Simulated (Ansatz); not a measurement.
MgS:
Space group Fm-3m (No. 225); a = 5.2297 Å, b = 5.2297 Å, c = 5.2297 Å, α = 90.00°, β = 90.00°, γ = 90.00°

```csv
atom,site,symmetry,x,y,z
Mg,4a,m-3m,0.0000,0.0000,0.0000
S,4b,m-3m,0.5000,0.5000,0.5000
```
(The calculation used a cell of 2 atoms; values per cell refer to that cell.)

Relaxed with PBE. 

Question: HSE06 on this cell (Ansatz, a program for electronic structure, PAW) gives a gap of 3.77 eV. What does PBE give?

Answer: 2.76 eV.

Cost on shared cores: the PBE run (SCF on a 9×9×9 mesh, then bands and DOS) about 10 core-seconds (a rough figure), the HSE06 run (SCF on 7×7×7, then a few points) around 80 core-seconds (rough); the tasks are unlike.

The PBE relaxation kept the symmetry of its start; phonons on a q-mesh show no instability.

Potentials: the later of the program's two PAW sets.

Ansatz is a plane-wave DFT program.
